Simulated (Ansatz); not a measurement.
input.yaml (Ansatz)

```yaml
crystal:
  lattice:
    - [14.0, 0.0, 0.0]
    - [0.0, 14.4, 0.0]
    - [0.0, 0.0, 14.8]
  atoms:
    - { symbol: Yb, position: [0.5, 0.5, 0.5], spin: 2.0 }
  symmetry: { detect: false, time_reversal: true }
hamiltonian:
  xc: mr2scan
  pseudopotentials:
    kind: paw
    azcp:
      Yb: "pseudopotentials/Yb.paw.azcp"
basis:
  ecutwfc: 500
  fft_grid_basis: typed
kpoints:
  mp_grid: { grid: [1, 1, 1], shift: [0, 0, 0] }
magnetization:
  spin_polarized: true
scf:
  occupations: { method: fermi_dirac, width: 0.01 }
```

Terminal output

```
Warning: where an SCF of this run starts from atoms to list the orders of its open shells, Yb (site 0, from 0) starts with 0.44 μB on its 4f shell and 0.44 μB on its 5d shell, in the place of the 2.00 μB that the deck gives it: its open shells can hold no more by Hund's first rule. To start from spheres of the given moment, type scf.initial_density.shell_occupations: []
Engine: ansatz 0.2.0, aarch64-unknown-linux-gnu
Pseudopotentials: kind: paw
Pseudopotential: Yb, paw, valence charge 24, recommended cutoff 500 eV (meta_gga) 
Functional definition: m-r2SCAN
  exchange = m_r2scan_x
  correlation = m_r2scan_c
Crystal: 1 atoms, lattice volume = 2983.680 Å³
Basis set: ecut = 500 eV, 75747 PW (Γ), exchange–correlation on 432×432×432 points (64 copies of the dense FFT grid, shifted against one another)
Bands: 17, of which v1, the nominal top of the filled ones, is band 12 counted from 1 (11 counted from 0)
Symmetry: 1 space group operations
k-points: 1
Non-local potential: Yb, projectors of the file, l = 0: 3, l = 1: 2, l = 2: 2, l = 3: 3
PAW form: soft (Blöchl's): semilocal exchange-correlation on the pseudo side does not see the compensation charge
PAW frozen core: Yb, regenerated for the run's functional (the file was generated under x = pbe(κ = 0.804, μ = 0.2195149727645171), c = pbe(β = 0.06672455060314922))
PAW one-centre angular grid: Yb, 2702 points (default); XC on 160 Gauss nodes
Initial density: superposition of atomic densities (neutral atoms: chi_scale 0, normalization atom)
Starting moments: Σ|m| = 2 μB on 1 of 1 site
Initial wavefunctions: pseudopotential atomic-orbital guess
Functional: x = mr2scan, c = mr2scan; τ floored in thin density (d = 2e-4 eV/Å³)
SCF iter   1: F=—  HF=-13802.300932 eV  |F-HF|=—  |Δ(HF+E_count)|=         —  Δρ=5.71e-3 (↑1.32e-3 ↓5.71e-3)  dr2=7.66e-1  dr2_τ=2.47e-3  dr2_m=2.24e-1  M=0.000 μB ∫|m|=0.283 μB  β_m=0.30  ethr=3.10e-3  ⟨swp⟩=7.0  Hψ=164  notcnv=0
Mixer restart at iter 1: flushing history
spin=Collinear: Resta preconditioning applied to the charge; magnetization (m = ρ↑ − ρ↓) channel mixes plain (no charge-response kernel on spin).
SCF iter   2: F=—  HF=-13802.902915 eV  |F-HF|=—  |Δ(HF+E_count)|=   6.02e-1  Δρ=2.44e-3 (↑1.36e-3 ↓2.44e-3)  dr2=3.47e-2  dr2_τ=3.63e-3  dr2_m=9.65e-2  M=0.301 μB ∫|m|=0.301 μB  β_m=1.00  ethr=3.10e-3  ⟨swp⟩=3.0  Hψ=86  notcnv=0  κ⁻¹=1.0e0(r=1)
SCF iter   3: F=—  HF=-13803.062487 eV  |F-HF|=—  |Δ(HF+E_count)|=   1.60e-1  Δρ=2.06e-3 (↑4.41e-4 ↓2.06e-3)  dr2=1.57e-1  dr2_τ=5.01e-4  dr2_m=2.15e-2  M=0.038 μB ∫|m|=0.106 μB  β_m=1.00  ethr=1.45e-4  ⟨swp⟩=3.0  Hψ=87  notcnv=0  κ⁻¹=1.0e-1(r=2)
SCF iter   4: F=—  HF=-13803.418830 eV  |F-HF|=—  |Δ(HF+E_count)|=   3.56e-1  Δρ=1.53e-3 (↑3.36e-4 ↓1.53e-3)  dr2=1.21e-1  dr2_τ=2.01e-4  dr2_m=1.09e-2  M=0.000 μB ∫|m|=0.016 μB  β_m=0.85  ethr=1.45e-4  ⟨swp⟩=3.0  Hψ=80  notcnv=0  κ⁻¹=5.1e-3(r=3)
SCF iter   5: F=—  HF=-13803.175357 eV  |F-HF|=—  |Δ(HF+E_count)|=   2.43e-1  Δρ=1.79e-3 (↑3.62e-4 ↓1.79e-3)  dr2=1.43e-1  dr2_τ=2.01e-4  dr2_m=1.52e-2  M=0.080 μB ∫|m|=0.082 μB  β_m=0.53  ethr=1.45e-4  ⟨swp⟩=3.5  Hψ=79  notcnv=0  κ⁻¹=5.3e-4(r=4)
SCF iter   6: F=—  HF=-13803.272388 eV  |F-HF|=—  |Δ(HF+E_count)|=   9.70e-2  Δρ=1.76e-3 (↑3.50e-4 ↓1.76e-3)  dr2=1.30e-1  dr2_τ=2.06e-4  dr2_m=1.64e-2  M=0.019 μB ∫|m|=0.051 μB  β_m=1.00  ethr=1.45e-4  ⟨swp⟩=3.0  Hψ=72  notcnv=0  κ⁻¹=2.6e-4(r=5)
SCF iter   7: F=—  HF=-13803.115672 eV  |F-HF|=—  |Δ(HF+E_count)|=   1.57e-1  Δρ=1.83e-3 (↑4.03e-4 ↓1.83e-3)  dr2=1.53e-1  dr2_τ=2.11e-4  dr2_m=1.49e-2  M=0.102 μB ∫|m|=0.108 μB  β_m=0.71  ethr=1.45e-4  ⟨swp⟩=4.0  Hψ=74  notcnv=0  κ⁻¹=2.8e-5(r=6)
...
SCF iter  26: F=-13803.811208 eV  HF=-13803.811208 eV  |F-HF|=1.76e-9  |Δ(HF+E_count)|=   6.05e-9  Δρ=3.58e-8 (↑3.53e-8 ↓3.58e-8)  dr2=4.02e-11  dr2_τ=1.38e-12  dr2_m=2.90e-11  M=0.000 μB ∫|m|=0.000 μB  β_m=0.30  ethr=1.44e-12  ⟨swp⟩=1.0  Hψ=103  notcnv=0  κ⁻¹=6.3e-6(r=8)
SCF iter  27: F=-13803.811208 eV  HF=-13803.811208 eV  |F-HF|=5.17e-10  |Δ(HF+E_count)|=  7.28e-10  Δρ=2.56e-8 (↑2.13e-8 ↓2.56e-8)  dr2=2.42e-11  dr2_τ=4.94e-13  dr2_m=1.10e-11  M=0.000 μB ∫|m|=0.000 μB  ethr=1.00e-12  ⟨swp⟩=1.0  Hψ=99  notcnv=0
SCF 1 converged in 27 iterations: F = -13803.811208 eV  dr2 = 2.42e-11
iteration 27: the least curvature of the free energy that was read at this close is 0.849 (0.849 in the run's own bands): not negative
WARN: the starting moments were not kept: the SCF closed with an absolute magnetisation of 3.9e-6 μB, where they sum to 2 μB in size (1 site). That is at most 0.1 of that sum. Measured as dr2_m measures the in/out step, that magnetisation stands 1.1e-12 eV from none, at or under the dr2_threshold of 1.0e-7 eV: it is no larger than a step whose dr2_m would equal this threshold. The system may hold no moment; this SCF shows only that its start led to no more than that. To try another start: raise the starting moments (crystal.atoms[].spin, magnetization.per_species, magnetization.initial_magnetization, or on a non-collinear deck that types none of these the spinor_matrix: blocks that start its atoms; where the total moment is fixed, keep their sum and leave initial_magnetization as it is; typed ones take the place of any that the run laid by itself, positive ones on a crystal's lanthanoids without a Hubbard term where scf.initial_density.shell_occupations: [] is typed) or, if the notice of its spin-set hold's release reads "site moments contracting" or "site moments show no strong build", lengthen the hold (scf.mixing.spin_hold: { on: { confirm: 4 } }; for m-r²SCAN on two components see the key's manual first). Each may lead to a state that holds a moment. A second SCF, from the converged charge density, with the starting moments and any scf.initial_density.shell_occupations laid on it anew, would have followed, and was not run: the deck does not ask for one (magnetization.retry_lost_moments is false, the default). To let it run, set magnetization.retry_lost_moments: true and run the deck again, where that key's refused combinations let it; where memory then withholds it, that run's warning says so.
this state was not tested for a lower state beside it, because the mixer in use, unlike msr1, does not test its closes by its own steps (another_mixer; see scf.mixing.algorithm and scf.lower_state_search)
SCF converged after 27 iterations
Magnetization: 0.0000 μB (12.0000 up, 12.0000 down)
Absolute magnetization: 0.0000 μB (∫|ρ↑−ρ↓|, with the PAW one-centre terms)
Spin contamination: 0.0000 ħ² per cell (⟨S²⟩ above its minimum at these occupations)
Per-site moments (μB) at R_I (Å): [(5.374667254482837e-9, 5.775)]
Free energy (F): -13803.811208 eV
Harris-Foulkes:  -13803.811208 eV  (|F-HF|=5.17e-10)
Internal energy: -13803.811208 eV  (E = F + TS)
E sigma→0 (E₀):  -13803.811208 eV
Fermi energy:    -1.799622 eV
--- Per-component energies (eV) ---
  E_band       = -329.428409
  E_kinetic    = 341.624695
  E_local      = -11604.758282  (includes V_loc(G=0)·N_el)
  E_nonlocal   = 569.269084
  E_hartree    = 5235.163778
  E_xc         = -152.538764
  E_vxc        = -218.592199  (∫ρ·V_xc dr)
  E_paw        = -7376.730229  (= ΣΔE_a)
  E_vpaw       = 98.196175  (= ΣTr[D̂ρ^β])
  E_aug_tail   = 0.000002  (compensation charges beyond the density's cutoff)
  E_vtau       = 14.504882  (kinetic-family band-sum trace: ∫τ·v_τ [+ j·A + Jᵃ·Aᵃ] dr)
  E_ewald      = -816.690699
  E_core_change = 0.849206  (= ΣΔE_core)
  E_smearing   = -0.000000  (= −TS)
  E_closure    = -0.000000  (closes the sum)
  Σ components = -13803.811208   (vs F -13803.811208, Δ=0.00e0)
--- Band table (eV) ---
  k-point 0 ↑: bands = ["-56.3228", "-28.2450", "-28.2450", "-28.2450", "-3.8158", "-2.8344", "-2.8344", "-2.8344", "-2.8344", "-2.8344", "-2.8344", "-2.8344", "-0.7748", "-0.7734", "-0.7716", "-0.2611", "-0.2602"]
  k-point 0 ↓: bands = ["-56.3228", "-28.2450", "-28.2450", "-28.2450", "-3.8158", "-2.8344", "-2.8344", "-2.8344", "-2.8344", "-2.8344", "-2.8344", "-2.8344", "-0.7748", "-0.7734", "-0.7716", "-0.2611", "-0.2602"]
```

Launched by

```sh
ansatz run input.yaml --threads 4 --pin off --max-ram 8192MiB --backend cpu --events-out ev --progress --plain --runs-dir out
```

On 4 threads of Arm Neoverse V2 (shared host) this took about 250 s of wall time and 1000 s of CPU time, with 5.8 GiB at the peak.
